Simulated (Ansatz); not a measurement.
Computed scan of one atom of the cell: Ag (fcc, Cu type)

Ag (fcc, Cu type)

```yaml
crystal:
  lattice:
    - [4.14918, 0.00000, 0.00000]
    - [0.00000, 4.14918, 0.00000]
    - [0.00000, 0.00000, 4.14918]
  atoms:
    - { symbol: Ag, position: [0.00000, 0.00000, 0.00000] }
    - { symbol: Ag, position: [0.50000, 0.50000, 0.00000] }
    - { symbol: Ag, position: [0.50000, 0.00000, 0.50000] }
    - { symbol: Ag, position: [0.00000, 0.50000, 0.50000] }
```

In each cell atom 1 (Ag, nearest neighbour Ag at 2.934 Å; its periodic images, 4.1 Å or more away, move with it) moves by s·(-0.707, -0.707, 0.000) (towards the nearest neighbour), the rest being held.

Calculation: PBE (plane waves to 420 eV, PAW, scalar-relativistic; Ansatz, a quantum-chemistry and plane-wave program). k mesh 9×9×9 (Γ-centred), Fermi-Dirac smearing 0.05 eV. Energies are smeared free energies. Stress and pressure are positive under compression. Left out: 2 of 11 points, with atoms too close for the PAW data. With partly filled bands, energies and forces of such displacements shift with the k mesh and the smearing. F∥ is the force on the atom along that direction. On this mesh the relaxed cell isn't quite at rest: it carries a pressure of -0.1 GPa (compression positive) at the zero of the scan. Ag was relaxed with its symmetry unable to fall. The PAW data are Ansatz's earlier set. ΔE is measured from the undisplaced structure.

```csv
s (Å),ΔE (eV/cell),F∥ (eV/Å),P (GPa)
-0.704,1.796,7.519,14.6
-0.528,0.823,3.928,7.3
-0.352,0.317,2.004,2.9
-0.176,0.073,0.852,0.6
0.000,0.000,0.000,-0.1
0.176,0.073,-0.852,0.6
0.352,0.317,-2.004,2.9
0.528,0.823,-3.928,7.3
0.704,1.796,-7.519,14.6
```

Derived quantities:

Energy at s = 0.704 Å: 1796 meV/cell
Force along the line at s = -0.704 Å: 7.52 eV/Å
Symmetry of the curve: even: the same for both signs
Shape of the curve: a single well with its minimum at or next to zero displacement
Force constant k = d²E/ds² at s = 0 (finite differences): 4.55 eV/Å²
Harmonic estimate at the end of the scan: ½ks² = 1128 meV/cell against the computed 1796 meV/cell, so the well is stiffer than harmonic there

The 11 points together took about 4 core-minutes (a rough figure).

(A displaced cell: forces are minus the slopes of the energy, force constants its curvatures, and phonons follow from these.)
